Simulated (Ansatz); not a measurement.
**Co (P6_3/mmc), an elastic constant from a strain scan**

The calculation used DFT PBEsol, scalar-relativistic, plane waves, PAW in Ansatz. Cutoff 420 eV, Γ-centred 30×30×16 k-points, Gaussian smearing of 0.15 eV. Collinear spins, started from moments 1.8, 1.8 μB in atom order; the magnetic state may not be the lowest. Energies are free energies at this smearing, counted from the undisturbed cell; pressure is positive in compression.

Reference structure (relaxed at this level):

```
Co
1.0
     2.45642    0.00000    0.00000
    -1.22821    2.12732    0.00000
     0.00000    0.00000    3.96947
Co
2
Cartesian
  1.2282 0.7091 0.9924
  0.0000 1.4182 2.9771
```

The cell is strained by ε times the Voigt pattern (0, 0, 1, 0, 0, 0) (xx, yy, zz, yz, xz, xy; engineering shear) with fractional coordinates fixed. The cell holds 2 atoms in V0 = 20.74 Å³. The stress column is τ = (1/V0) dE/dε, got from the stress tensor σ (compression positive) at each point as −det(1 + εP) σ : P(1 + εP)⁻¹, with P the pattern as a tensor.

| ε | ΔE (meV/atom) | τ (GPa) |
| --- | --- | --- |
| -0.0200 | 6.424 | -10.153 |
| -0.0100 | 1.573 | -4.902 |
| 0.0000 | 0.000 | -0.030 |
| 0.0050 | 0.365 | 2.266 |
| 0.0150 | 3.251 | 6.585 |
| 0.0200 | ? | ? |

Problem. Which combination of elastic constants does this scan measure, and how large is it?

Solution. For small ε, τ = τ0 + Kε with K = pᵀCp, which for this pattern is C33 in the Cartesian frame shown. The parabola through τ at ε = -0.0100, 0 and 0.0050 has slope K = 468 GPa at zero. The energies per cell, E = NΔE, of the same two points give K = 2[E(ε₊)/ε₊ − E(ε₋)/ε₋]/[(ε₊ − ε₋)V0] = 474 GPa, in agreement.

Problem. Predict the withheld row at ε = 0.0200 from the harmonic law, and compare.

Solution. ΔE = V0(τ0 ε + Kε²/2)/N = 6.027 meV/atom and τ = 9.34 GPa. The calculation gives 5.716 meV/atom and 8.61 GPa: the energy lies 5 % below the harmonic value, as bonds soften when stretched.

In a metal these slopes depend on the k mesh and the smearing.